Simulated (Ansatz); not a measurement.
IrW:
```yaml
crystal:
  lattice:
    - [0.00000, 2.60077, 2.60077]
    - [2.60077, 0.00000, 2.60077]
    - [2.60077, 2.60077, 0.00000]
  atoms:
    - { symbol: Ir, position: [0.00000, 0.00000, 0.00000] }
    - { symbol: W, position: [0.50000, 0.50000, 0.50000] }
```

Relaxed with PBE. Special points in fractions of this cell's reciprocal vectors: Γ (0.000, 0.000, 0.000); X (0.500, 0.000, 0.500); U (0.625, 0.250, 0.625); K (0.375, 0.375, 0.750); L (0.500, 0.500, 0.500); W (0.500, 0.250, 0.750).

### Question
List the band energies nearest the Fermi level at these points for plane-wave PAW PBE (Ansatz code).

### Answer
In eV from the Fermi level; about four levels below and three above (degenerate sets whole), none deeper than 8.9 eV; points with the same levels are listed once.

```tsv
k	below	above
Γ	-5.83 -5.83 -5.19 -5.19 -5.19	2.43 2.43 2.43
X	-4.49 -1.85 -1.85 -1.36	0.81 0.81 2.62
U	-4.23 -3.68 -2.30 -0.27	0.72 0.74 0.83
L	-2.20 -2.20 -1.97 -1.97 -0.96	0.19 0.19 1.26
W	-5.00 -5.00 -2.95 -1.82 -1.60	0.76 0.77 0.77
```

Space group Fm-3m (rock salt). The start of the workflow was typed in or built on a structure type; neither database checked (COD, Materials Project) lists it. COD files the formula under space group No. 51. Its standing as an ambient phase is unchecked. Symmetry was held in the PBE relaxation; whether a distortion lowers the energy is not shown. The run is not spin-polarised. The volume moved by 18 % from the start of the relaxation. Its formation energy is positive at this level, so the cell may be metastable or incomplete. Scalar-relativistic: spin–orbit coupling is off unless named, which matters more the heavier the elements.

Potentials: the later of the program's two PAW sets.
